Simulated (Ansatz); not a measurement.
Consider the following.

VClO:
```xyz
6
Lattice="3.3239 0.0000 0.0000 0.0000 3.7419 0.0000 0.0000 0.0000 7.9803" Properties=species:S:1:pos:R:3 pbc="T T T"
V      1.6619     0.0000     0.9205
V      0.0000     1.8710     7.0598
Cl     1.6619     1.8710     5.3691
Cl     0.0000     0.0000     2.6111
O      0.0000     0.0000     7.6375
O      1.6619     1.8710     0.3427
```
The run is spin-polarised; directions of the spins, atom by atom: ↑ ↑ 0 0 0 0.

This is the r²SCAN+D4-relaxed structure. x, y and z are the axes in which the lattice vectors are written.

All from plane-wave PAW r²SCAN+D4 (Ansatz code), unless another level is named. Estimate the formation energy from the elements (no fitted shifts).

-2.17 eV/atom.

And the conduction-band minimum?

at R (k = 0.500, 0.500, 0.500 in fractions of the reciprocal vectors).

Give the valence-band maximum.

at S (k = 0.500, 0.500, 0.000 in fractions of the reciprocal vectors).

Space group Pmmn. The workflow started from a Materials Project entry (that database holds measured and hypothetical structures alike); the Crystallography Open Database files this formula in space group No. 59, but the cells were not matched. Its standing as an ambient phase is unchecked. The r²SCAN+D4 relaxation kept the symmetry of its start; whether a distortion lowers the energy is not shown. Spin order of the final state: ferromagnetic, the only order run, not a proven ground state. Other orbital occupations within this spin state were not tried. No Hubbard U is applied. The references are the lowest solids computed at this level, not always the standard phases (solids in place of the gases).

Potentials: the later of the program's two PAW sets.
